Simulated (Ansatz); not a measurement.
Data:

C:
```
CELL_PARAMETERS angstrom
      3.42700     0.00000     0.00000
      0.00000     3.42700     0.00000
      0.00000     0.00000     6.08744
ATOMIC_POSITIONS crystal
  C  0.83178 0.33178 0.35976
  C  0.16822 0.66822 0.35976
  C  0.16822 0.33178 0.85976
  C  0.83178 0.66822 0.85976
  C  0.66822 0.83178 0.64024
  C  0.33178 0.16822 0.64024
  C  0.33178 0.83178 0.14024
  C  0.66822 0.16822 0.14024
  C  0.00000 0.00000 0.50000
  C  0.50000 0.50000 0.00000
  C  0.50000 0.50000 0.50000
  C  0.00000 0.00000 0.00000
```

This is the PBE-relaxed structure.

### Question
All from PBE in the plane-wave PAW code Ansatz, unless another level is named. Give the smallest direct gap on the standard path.

### Answer
4.96 eV.

### Question
What about the band gap?

### Answer
3.74 eV (indirect).

### Question
And the electron effective mass?

### Answer
0.44, 0.51, 0.56 mₑ (principal values).

### Question
Predict the conduction-band minimum.

### Answer
on the A–Z line, 75 % of the way from A (4 equivalent valleys).

### Question
What about the valence-band maximum?

### Answer
at Γ.

Space group P4_2/ncm. The start of the workflow was typed in or built on a structure type; neither database checked (COD, Materials Project) lists it. It is not the phase usual at ambient conditions (space group No. 194, 227). The PBE relaxation kept the symmetry of its start; whether a distortion lowers the energy is not shown.

Potentials: the earlier of the program's two PAW sets.
